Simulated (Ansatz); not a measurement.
**BaNaSbSe₃: do the settings matter for the field gradients?**

Cell: a refined structure from the COD.

Space group P2_1/c (No. 14); a = 6.2910, b = 14.8000, c = 8.0720 Å, β = 105.48°.

| site | Wyckoff | site symmetry | x | y | z |
| --- | --- | --- | --- | --- | --- |
| Na | 4e | 1 | 0.7439 | 0.2854 | 0.0750 |
| Ba | 4e | 1 | 0.1734 | 0.4194 | 0.7778 |
| Sb | 4e | 1 | 0.3757 | 0.4031 | 0.3390 |
| Se13 | 4e | 1 | 0.2584 | 0.2811 | 0.1091 |
| Se17 | 4e | 1 | 0.2047 | 0.6179 | 0.6065 |
| Se21 | 4e | 1 | 0.3022 | 0.5437 | 0.1432 |

One atom of each set is listed.

Reference run. All values are calculated (Ansatz; DFT, PBE, plane waves and PAW, scalar-relativistic, 420 eV cutoff, Γ-centred 5×2×4 k-points, Fermi–Dirac smearing 0.02 eV), not measured.

Problem. The input is changed as follows: `scf.lower_state_search`: not typed → standard; `hamiltonian.xc`: pbe → lda. What happens to V_zz (10²¹ V/m²) and η?

Solution. 

| site | V_zz reference | η reference | V_zz changed | η changed |
| --- | --- | --- | --- | --- |
| Na | -1.00 | 0.87 | -0.91 | 0.90 |
| Ba | -2.23 | 0.20 | -2.31 | 0.25 |
| Sb | -20.5 | 0.20 | -19.54 | 0.21 |
| Se13 | 32.3 | 0.14 | 32.2 | 0.16 |
| Se17 | 32.0 | 0.14 | 31.9 | 0.14 |
| Se21 | 32.1 | 0.09 | 32.3 | 0.09 |

The largest change of V_zz is on Sb, from -20.5 to -19.54. In per cent, |V_zz| changes by -8 on Na, +4 on Ba, -5 on Sb, 0 to +1 on Se (all sites that start above 0.5). SCF iterations: 7 and 8.

On the reference run: The largest force is 0.4 eV/Å, so the atoms aren't at the calculated equilibrium and relaxing them would move these values. Without spin–orbit coupling (the program notes it for Ba and Sb) the gradients are little affected as a rule: paired runs on crystals with a gap mostly move them by under 2 % at such atoms. With these PAW files V_zz is typically within 2 to 3 % of all-electron values, but misses above 10 % occur on Sb.
